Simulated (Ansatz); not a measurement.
Ansatz input file:

```yaml
crystal:
  lattice:
    - [3.4655196748, 0.0, 0.0]
    - [0.0, 3.4655196748, 0.0]
    - [0.0, 0.0, 3.4655196748]
  atoms:
    - { symbol: Be, position: [0.0, 0.0, 0.0] }
    - { symbol: Ni, position: [0.0, 0.5, 0.5], spin: 0.59 }
    - { symbol: Ni, position: [0.5, 0.0, 0.5], spin: 0.59 }
    - { symbol: Ni, position: [0.5, 0.5, 0.0], spin: 0.59 }
basis:
  ecutwfc: 500
kpoints:
  mp_grid: { grid: [12, 12, 12] }
hamiltonian:
  xc: r2scan
scf:
  occupations: { method: gaussian, width: 0.1 }
output:
  forces: true
  stress: true
  eigenvalues: true
  populations: true
magnetization:
  spin_polarized: true
```

It can be run as
```bash
ansatz run input.yaml --threads 1 --pin off --backend cpu --events-out ev --progress --plain --runs-dir out  # memory cap (--max-ram) not shown
```

These are results of Ansatz, DFT r2SCAN, scalar-relativistic, plane waves, PAW, not measurements.

Part of what the program printed, abridged:

```
Pseudopotentials: kind: paw
Pseudopotential: Be, paw, valence charge 2, recommended cutoff 500 eV (meta_gga)
Pseudopotential: Ni, paw, valence charge 18, recommended cutoff 500 eV (meta_gga)
Functional definition: r2SCAN
Crystal: 4 atoms, lattice volume = 41.620 Å³
Basis set: ecut = 500 eV, 1021 PW (Γ), exchange–correlation on 108×108×108 points (64 copies of the dense FFT grid, shifted against one another)
Bands: 35, of which v1, the nominal top of the filled ones, is band 28 counted from 1 (27 counted from 0)
Symmetry: 48 space group operations
Space group: Pm-3m (ITA 221), of the structure as read, at distance tolerance 3.5e-5 Å
Magnetic group: BNS 221.92 (UNI 1594), of the structure as read, at distance tolerance 3.5e-5 Å
k-points: 84 of 1728
Initial density: superposition of atomic densities (chi_scale 0.1, normalization cell)
Starting moments: Σ|m| = 1.77 μB on 3 of 4 sites
Initial wavefunctions: pseudopotential atomic-orbital guess
Functional: x = r2scan, c = r2scan; τ floored in thin density (d = 2e-4 eV/Å³)
SCF iter   1: F=—  HF=-17627.010636 eV  |F-HF|=—  |Δ(HF+E_count)|=         —  Δρ=4.93e-2 (↑1.19e-2 ↓4.93e-2) dr2=8.34e-1  dr2_τ=1.93e-2  dr2_m=1.69e-1  M=1.833 μB ∫|m|=2.012 μB  β_m=1.00  ethr=1.68e-3  ⟨swp⟩=3.2  Hψ=32544  notcnv=0
Mixer restart at iter 1: flushing history
spin=Collinear: Kerker preconditioning applied to the charge; magnetization (m = ρ↑ − ρ↓) channel mixes plain (no charge-response kernel on spin).
SCF iter   2: F=—  HF=-17626.606816 eV  |F-HF|=—  |Δ(HF+E_count)|=   4.04e-1  Δρ=1.81e-2 (↑1.37e-2 ↓1.81e-2) dr2=1.36e-1  dr2_τ=2.05e-3  dr2_m=4.11e-3  M=1.725 μB ∫|m|=2.024 μB  β_m=1.00  ethr=1.49e-3  ⟨swp⟩=4.6  Hψ=11914  notcnv=0  defer=40  κ⁻¹=1.0e0(r=1)
SCF iter   3: F=—  HF=-17627.014852 eV  |F-HF|=—  |Δ(HF+E_count)|=         —  Δρ=4.64e-2 (↑1.06e-2 ↓4.64e-2) dr2=7.07e-1  dr2_τ=1.98e-3  dr2_m=1.71e-1  M=2.065 μB ∫|m|=2.509 μB  β_m=1.00  ethr=2.43e-4  ⟨swp⟩=2.8  Hψ=12160  notcnv=0  defer=308
Mixer restart at iter 3: flushing history
SCF iter   4: F=—  HF=-17630.321822 eV  |F-HF|=—  |Δ(HF+E_count)|=    3.31e0  Δρ=1.18e-1 (↑6.96e-2 ↓1.18e-1) dr2=8.66e0  dr2_τ=9.24e-3  dr2_m=2.48e-1  M=1.495 μB ∫|m|=1.969 μB  β_m=1.00  ethr=8.93e-5  ⟨swp⟩=3.6  Hψ=16204  notcnv=0  defer=306
SCF iter   5: F=—  HF=-17629.370094 eV  |F-HF|=—  |Δ(HF+E_count)|=   9.52e-1  Δρ=2.38e-2 (↑2.38e-2 ↓1.91e-2) dr2=7.17e-1  dr2_τ=1.67e-2  dr2_m=2.59e-3  M=1.575 μB ∫|m|=2.026 μB  β_m=1.00  ethr=8.93e-5  ⟨swp⟩=3.9  Hψ=17861  notcnv=0  defer=300  κ⁻¹=1.0e0(r=1)
SCF iter   6: F=—  HF=-17629.647213 eV  |F-HF|=—  |Δ(HF+E_count)|=   2.77e-1  Δρ=1.55e-2 (↑1.03e-2 ↓1.55e-2) dr2=3.11e-1  dr2_τ=1.76e-4  dr2_m=3.28e-3  M=1.548 μB ∫|m|=1.980 μB  β_m=1.00  ethr=8.93e-5  ⟨swp⟩=2.6  Hψ=12599  notcnv=0  defer=319  κ⁻¹=1.1e-2(r=2)
SCF iter   7: F=—  HF=-17629.713926 eV  |F-HF|=—  |Δ(HF+E_count)|=   6.67e-2  Δρ=7.68e-3 (↑5.59e-3 ↓7.68e-3) dr2=1.01e-1  dr2_τ=9.64e-5  dr2_m=1.12e-3  M=1.514 μB ∫|m|=1.922 μB  β_m=1.00  ethr=8.93e-5  ⟨swp⟩=2.0  Hψ=9412  notcnv=0  defer=319  κ⁻¹=5.3e-4(r=3)
SCF iter   8: F=—  HF=-17629.566831 eV  |F-HF|=—  |Δ(HF+E_count)|=   1.47e-1  Δρ=1.36e-2 (↑9.71e-3 ↓1.36e-2) dr2=1.30e-1  dr2_τ=1.58e-4  dr2_m=1.61e-3  M=1.419 μB ∫|m|=1.761 μB  β_m=1.00  ethr=8.93e-5  ⟨swp⟩=2.8  Hψ=12612  notcnv=0  defer=311  κ⁻¹=2.0e-5(r=4)
SCF iter   9: F=—  HF=-17629.701401 eV  |F-HF|=—  |Δ(HF+E_count)|=   1.35e-1  Δρ=6.79e-3 (↑3.74e-3 ↓6.79e-3) dr2=2.80e-2  dr2_τ=3.74e-5  dr2_m=9.76e-4  M=1.468 μB ∫|m|=1.831 μB  β_m=1.00  ethr=8.93e-5  ⟨swp⟩=2.2  Hψ=10088  notcnv=0  defer=302  κ⁻¹=8.2e-6(r=5)
SCF iter  10: F=—  HF=-17629.713854 eV  |F-HF|=—  |Δ(HF+E_count)|=   1.25e-2  Δρ=4.16e-3 (↑2.78e-3 ↓4.16e-3) dr2=1.26e-2  dr2_τ=1.71e-5  dr2_m=2.01e-4  M=1.480 μB ∫|m|=1.849 μB  β_m=1.00  ethr=5.00e-5  ⟨swp⟩=1.0  Hψ=6256  notcnv=0  defer=302  κ⁻¹=7.6e-6(r=6)
SCF iter  11: F=—  HF=-17629.716047 eV  |F-HF|=—  |Δ(HF+E_count)|=   2.19e-3  Δρ=5.93e-4 (↑5.60e-4 ↓5.93e-4) dr2=2.84e-4  dr2_τ=2.38e-6  dr2_m=1.06e-5  M=1.501 μB ∫|m|=1.881 μB  β_m=1.00  ethr=2.26e-5  ⟨swp⟩=2.0  Hψ=9100  notcnv=0  defer=303  κ⁻¹=3.7e-6(r=7)
SCF iter  12: F=—  HF=-17629.716499 eV  |F-HF|=—  |Δ(HF+E_count)|=   4.52e-4  Δρ=2.65e-4 (↑2.65e-4 ↓1.33e-4) dr2=4.77e-5  dr2_τ=3.17e-7  dr2_m=2.64e-6  M=1.490 μB ∫|m|=1.872 μB  β_m=1.00  ethr=5.07e-7  ⟨swp⟩=3.0  Hψ=12674  notcnv=0  defer=302  κ⁻¹=5.4e-7(r=8)
SCF iter  13: F=—  HF=-17629.716836 eV  |F-HF|=—  |Δ(HF+E_count)|=   3.37e-4  Δρ=6.88e-5 (↑6.31e-5 ↓6.88e-5) dr2=2.13e-6  dr2_τ=5.40e-8  dr2_m=4.98e-7  M=1.491 μB ∫|m|=1.873 μB  β_m=1.00  ethr=8.51e-8  ⟨swp⟩=2.0  Hψ=10587  notcnv=0  defer=302  κ⁻¹=9.2e-7(r=8)
SCF iter  14: F=—  HF=-17629.717015 eV  |F-HF|=—  |Δ(HF+E_count)|=   1.79e-4  Δρ=7.88e-5 (↑6.00e-5 ↓7.88e-5) dr2=7.45e-7  dr2_τ=2.39e-8  dr2_m=1.37e-6  M=1.493 μB ∫|m|=1.875 μB  β_m=1.00  ethr=3.80e-9  ⟨swp⟩=2.9  Hψ=11662  notcnv=0  defer=302  κ⁻¹=1.1e-7(r=8)
SCF iter  15: F=—  HF=-17629.717087 eV  |F-HF|=—  |Δ(HF+E_count)|=   7.19e-5  Δρ=3.43e-5 (↑1.84e-5 ↓3.43e-5) dr2=2.79e-7  dr2_τ=3.31e-9  dr2_m=1.02e-7  M=1.495 μB ∫|m|=1.878 μB  β_m=1.00  ethr=1.33e-9  ⟨swp⟩=3.0  Hψ=12935  notcnv=0  defer=302  κ⁻¹=4.9e-8(r=8)
SCF iter  16: F=—  HF=-17629.717091 eV  |F-HF|=—  |Δ(HF+E_count)|=   3.66e-6  Δρ=2.39e-5 (↑1.71e-5 ↓2.39e-5) dr2=3.19e-7  dr2_τ=1.36e-9  dr2_m=6.10e-9  M=1.495 μB ∫|m|=1.879 μB  β_m=1.00  ethr=4.99e-10  ⟨swp⟩=2.7  Hψ=11160  notcnv=0  defer=302  κ⁻¹=2.4e-7(r=8)
SCF iter  17: F=—  HF=-17629.717091 eV  |F-HF|=—  |Δ(HF+E_count)|=   4.39e-7  Δρ=1.04e-5 (↑3.67e-6 ↓1.04e-5) dr2=3.24e-8  dr2_τ=2.30e-10  dr2_m=9.89e-9  M=1.495 μB ∫|m|=1.879 μB  β_m=1.00  ethr=4.99e-10  ⟨swp⟩=2.0  Hψ=9581  notcnv=0  defer=302  κ⁻¹=3.2e-7(r=8)
SCF iter  18: F=—  HF=-17629.717091 eV  |F-HF|=—  |Δ(HF+E_count)|=   1.55e-7  Δρ=3.58e-6 (↑2.22e-6 ↓3.58e-6) dr2=7.58e-9  dr2_τ=8.23e-11  dr2_m=5.48e-10  M=1.495 μB ∫|m|=1.879 μB  β_m=1.00  ethr=5.78e-11  ⟨swp⟩=2.0  Hψ=10623  notcnv=0  defer=302  κ⁻¹=6.8e-8(r=8)
SCF iter  19: F=—  HF=-17629.717091 eV  |F-HF|=—  |Δ(HF+E_count)|=   1.88e-7  Δρ=2.15e-6 (↑1.47e-6 ↓2.15e-6) dr2=3.22e-9  dr2_τ=3.31e-11  dr2_m=1.37e-10  M=1.495 μB ∫|m|=1.879 μB  β_m=1.00  ethr=1.35e-11  ⟨swp⟩=2.0  Hψ=10160  notcnv=0  defer=302  κ⁻¹=6.7e-7(r=8)
SCF iter  20: F=-17629.717092 eV  HF=-17629.717092 eV  |F-HF|=1.89e-8  |Δ(HF+E_count)|=   1.05e-7  Δρ=5.69e-6 (↑2.53e-6 ↓5.69e-6) dr2=2.08e-8  dr2_τ=4.12e-11  dr2_m=1.06e-9  M=1.495 μB ∫|m|=1.879 μB  ethr=5.75e-12  ⟨swp⟩=7.6  Hψ=23834  notcnv=0
SCF 1 converged in 20 iterations: F = -17629.717092 eV  dr2 = 2.08e-8
this state was not tested for a lower state beside it, because the mixer in use, unlike msr1, does not test its closes by its own steps (another_mixer; see scf.mixing.algorithm and scf.lower_state_search)
SCF converged after 20 iterations
Magnetization: 1.4953 μB (28.7477 up, 27.2523 down)
Absolute magnetization: 1.8807 μB (∫|ρ↑−ρ↓|, with the PAW one-centre terms)
Spin contamination: 0.0495 ħ² per cell (⟨S²⟩ above its minimum at these occupations)
Per-site moments (μB) at R_I (Å): [(-0.03975134, 1.01082814), (0.55542532, 1.01082814), (0.55542532, 1.01082814), (0.55542532, 1.01082814)]
Free energy (F): -17629.717092 eV
Harris-Foulkes:  -17629.717092 eV  (|F-HF|=1.89e-8)
Internal energy: -17629.705985 eV  (E = F + TS)
E sigma→0 (E₀):  -17629.711538 eV
Entropy (-TS):   -0.011107 eV (-2.777 meV/atom)
Fermi energy:    15.359800 eV
--- Per-component energies (eV) ---
  E_band       = -1042.037676
  E_kinetic    = 865.373700
  E_local      = -11804.513491  (includes V_loc(G=0)·N_el)
  E_nonlocal   = 1925.429605
  E_hartree    = 5001.167222
  E_xc         = -254.350079
  E_vxc        = -372.651527  (∫ρ·V_xc dr)
  E_paw        = -4994.637496  (= ΣΔE_a)
  E_vpaw       = -1685.381511  (= ΣTr[D̂ρ^β])
  E_aug_tail   = 0.000724  (compensation charges beyond the density's cutoff)
  E_vtau       = 27.349995  (kinetic-family band-sum trace: ∫τ·v_τ [+ j·A + Jᵃ·Aᵃ] dr)
  E_ewald      = -8367.263937
  E_core_change = -0.912233  (= ΣΔE_core)
  E_smearing   = -0.011107  (= −TS)
--- Forces (eV/Å), atoms counted from 1 ---
  atom   1  Be     0.00000000     0.00000000     0.00000000
  atom   2  Ni     0.00000000     0.00000000     0.00000000
  atom   3  Ni     0.00000000     0.00000000     0.00000000
  atom   4  Ni     0.00000000     0.00000000     0.00000000
--- Stress (GPa, compression-positive) ---
      -10.629865       0.000000       0.000000
        0.000000     -10.629865       0.000000
        0.000000       0.000000     -10.629865
  P = ⅓ Tr σ = -10.6299 GPa (-106.299 kbar)
--- Band table (eV; the first three rows and the last of 168) ---
  k-point 0 ↑: bands = ["-91.8740", "-91.8321", "-91.8321", "-50.8732", "-50.8732", "-50.8732", "-50.7096", "-50.7096", "-50.7096", "-50.6797", "-50.6797", "-50.6797", "5.6850", "10.3687", "11.5117", "11.5117", "11.5117", "11.5583", "11.5583", "13.7767", "13.7767", "13.7767", "14.5197", "14.5197", "14.8742", "14.9346", "14.9346", "14.9346", "16.7026", "16.7026", "16.7026", "24.0031", "24.0031", "24.1036", "27.6775"]
  k-point 1 ↑: bands = ["-91.8734", "-91.8327", "-91.8321", "-50.8717", "-50.8717", "-50.8706", "-50.7101", "-50.7101", "-50.7097", "-50.6826", "-50.6807", "-50.6807", "5.7759", "10.4051", "11.5176", "11.5285", "11.5325", "11.5325", "11.6118", "13.7201", "13.7201", "13.7578", "14.4735", "14.5208", "14.7731", "14.7731", "14.8417", "14.9347", "16.3354", "16.9847", "16.9847", "24.0102", "24.0881", "24.5141", "27.5198"]
  k-point 2 ↑: bands = ["-91.8715", "-91.8345", "-91.8321", "-50.8676", "-50.8676", "-50.8632", "-50.7116", "-50.7116", "-50.7101", "-50.6909", "-50.6834", "-50.6834", "6.0462", "10.4993", "11.3842", "11.5761", "11.5934", "11.5934", "11.7664", "13.5607", "13.5607", "13.7048", "14.3355", "14.4696", "14.4696", "14.5215", "14.7476", "14.9348", "15.5109", "17.6459", "17.6459", "24.0316", "24.1227", "25.5398", "26.9217"]
  k-point 83 ↓: bands = ["-90.9209", "-90.9209", "-90.9209", "-49.9782", "-49.9431", "-49.9431", "-49.9431", "-49.7853", "-49.7853", "-49.7853", "-49.7405", "-49.7405", "10.2570", "11.6176", "11.6176", "11.6176", "13.6430", "13.6430", "13.6430", "13.6817", "13.6817", "13.6817", "14.1861", "14.1861", "14.1861", "14.7389", "14.7389", "15.0108", "15.8721", "15.8721", "15.8721", "20.4428", "21.1562", "21.1562", "21.1562"]
--- Löwdin populations: 4 sites ---
  site symbol q [e]    m [muB]
     0     Be      1.0002     0.0254
     1     Ni     17.9366     0.5338
     2     Ni     17.9366     0.5338
     3     Ni     17.9366     0.5338
  spilling = 0.021249 (of n_electrons = 56.000000)
```

Self-consistency was reached.

The state reached may not be the lowest one.